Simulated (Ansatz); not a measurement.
**Calculated with Ansatz: MgCdTe₆C₂, single run**

Input:

```yaml
crystal:
  lattice:
    - [3.261367, 5.648849, 0.0]
    - [-3.261367, 5.648849, 0.0]
    - [0.0, -3.765899, 7.118983]
  atoms:
    - { symbol: Cd, position: [0.0, 0.0, 0.0] }
    - { symbol: Mg, position: [0.5, 0.5, 0.5] }
    - { symbol: C, position: [0.2435, 0.2435, 0.7305] }
    - { symbol: C, position: [0.7565, 0.7565, 0.2695] }
    - { symbol: Te, position: [0.7618, 0.7662, 0.8367] }
    - { symbol: Te, position: [0.3087, 0.7618, 0.8367] }
    - { symbol: Te, position: [0.7662, 0.3087, 0.8367] }
    - { symbol: Te, position: [0.2382, 0.2338, 0.1633] }
    - { symbol: Te, position: [0.6913, 0.2382, 0.1633] }
    - { symbol: Te, position: [0.2338, 0.6913, 0.1633] }
  symmetry: { tolerance: 0.0003 }
kpoints:
  mp_grid: { grid: [4, 4, 4], shift: [0, 0, 0] }
magnetization:
  spin_polarized: false
scf:
  occupations: { method: fermi_dirac }
hamiltonian:
  pseudopotentials: { kind: paw }
  xc: lda
basis:
  ecutwfc: 500
output:
  forces: true
  stress: true
  eigenvalues: true
  write_density: true
  write_potential: true
  elf: true
  volumetric_format: npy
```

The command:

```bash
ansatz run input.yaml --threads 1 --pin off --max-ram 2560MiB --backend cpu --events-out ev --progress --plain --runs-dir out
```

Origin of the cell: a known structure type with other elements, at an estimated volume, so it need not be a known compound.

The smearing width isn't typed, so it takes its default of 0.1 eV.

Output (shortened):

```
SCF iter   1: F=—  HF=-51444.474790 eV  Δρ=1.32e-2  dr2=1.10e0  defer=9
SCF iter   2: F=—  HF=-51444.394777 eV  Δρ=4.94e-3  dr2=1.34e-1  defer=16
SCF iter   3: F=—  HF=-51444.386265 eV  Δρ=3.16e-3  dr2=2.25e-2  defer=16
SCF iter   4: F=—  HF=-51444.378227 eV  Δρ=7.04e-4  dr2=1.69e-3  defer=16
SCF iter   5: F=—  HF=-51444.377805 eV  Δρ=2.29e-4  dr2=2.41e-4  defer=16
SCF iter   6: F=—  HF=-51444.377783 eV  Δρ=6.81e-5  dr2=1.77e-5  defer=16
SCF iter   7: F=—  HF=-51444.377789 eV  Δρ=2.34e-5  dr2=1.46e-6  defer=14
SCF iter   8: F=—  HF=-51444.377789 eV  Δρ=5.56e-6  dr2=1.62e-7  defer=14
SCF iter   9: F=-51444.377789 eV  HF=-51444.377789 eV  Δρ=2.40e-6  dr2=1.57e-8
SCF 1 converged in 9 iterations: F = -51444.377789 eV  dr2 = 1.57e-8
SCF converged after 9 iterations
Free energy (F): -51444.377789 eV
Harris-Foulkes:  -51444.377789 eV  (|F-HF|=8.55e-9)
Internal energy: -51443.933774 eV  (E = F + TS)
E sigma→0 (E₀):  -51444.155782 eV
Entropy (-TS):   -0.444015 eV (-44.401 meV/atom)
Fermi energy:    8.607987 eV
--- Per-component energies (eV) ---
  E_band       = -2499.734485
  E_kinetic    = 1850.529964
  E_local      = -18394.702501  (includes V_loc(G=0)·N_el)
  E_nonlocal   = -1631.355463
  E_hartree    = 9777.886493
  E_xc         = -1047.012984
  E_vxc        = -1011.529314  (∫ρ·V_xc dr)
  E_paw        = -31455.081621  (= ΣΔE_a)
  E_vpaw       = -2868.454936  (= ΣTr[D̂ρ^β])
  E_aug_tail   = -0.000204  (compensation charges beyond the density's cutoff)
  E_ewald      = -10549.312139
  E_core_change = 5.114680  (= ΣΔE_core)
  E_smearing   = -0.444015  (= −TS)
  Σ components = -51444.377789   (vs F -51444.377789, Δ=0.00e0)
--- Forces (eV/Å), atoms counted from 1 ---
  atom   1  Cd    -0.000000     0.000000     0.000000
  atom   2  Mg     0.000000     0.000000     0.000000
  atom   3  C      0.000000     0.000000     0.743705
  atom   4  C     -0.000000    -0.000000    -0.743705
  atom   5  Te    -0.100208    -4.649175    -3.744834
  atom   6  Te     4.076407     2.237804    -3.744834
  atom   7  Te    -3.976199     2.411370    -3.744834
  atom   8  Te     0.100208     4.649175     3.744834
  atom   9  Te    -4.076407    -2.237804     3.744834
  atom  10  Te     3.976199    -2.411370     3.744834
  max |Σ_I F_I| component: 4.44e-16 eV/Å
--- Stress (GPa, compression-positive) ---
       21.233083       0.000000       0.000000
       -0.000000      21.233083      -0.000000
        0.000000      -0.000000      12.625073
  P = ⅓ Tr σ = 18.3637 GPa (183.637 kbar)
```

Caveats: no spin-orbit coupling, though heavy elements are present.

Time: 15 s on 1 thread of Intel(R) Xeon(R) 6975P-C (Granite Rapids), on a shared host, peak memory 0.72 GiB, from the program's own first density.
